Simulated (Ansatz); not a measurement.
# MnZn: relaxed-ion elastic tensor

Computed with DFT LDA, scalar-relativistic, plane waves, PAW (Ansatz). Plane waves to 420 eV; Γ-centred k mesh 14×14×14; Gaussian smearing of 0.20 eV. Collinear spin, site moments 2.6, 0.0 μB.

The cell, relaxed at this level:
```xyz
2
Lattice="2.8928 0.0000 0.0000 0.0000 2.8928 0.0000 0.0000 0.0000 2.8928" Properties=species:S:1:pos:R:3 pbc="T T T"
Mn    0.0000    0.0000    0.0000
Zn    1.4464    1.4464    1.4464
```

In a metal, frequencies and elastic constants depend on the k mesh and the smearing, soft modes and shear constants most.

**Question.** Give the relaxed-ion elastic constants (GPa, Voigt order xx yy zz yz xz xy, on the axes of the cell above).

**Answer.**
```
172.7 153.8 153.8   0.0   0.0   0.0
153.8 172.7 153.8   0.0   0.0   0.0
153.8 153.8 172.7   0.0   0.0   0.0
  0.0   0.0   0.0 134.0   0.0   0.0
  0.0   0.0   0.0   0.0 134.0   0.0
  0.0   0.0   0.0   0.0   0.0 134.0
```

**Question.** Is the crystal stable against homogeneous strain?

**Answer.** Too close to call: the least eigenvalue is 18.9 GPa, within what the k mesh leaves open in a metal.

Cost: 1 run of about 5.1 core-minutes, on Intel Xeon Platinum 8259CL (Skylake/Cascade Lake) (shared hosts).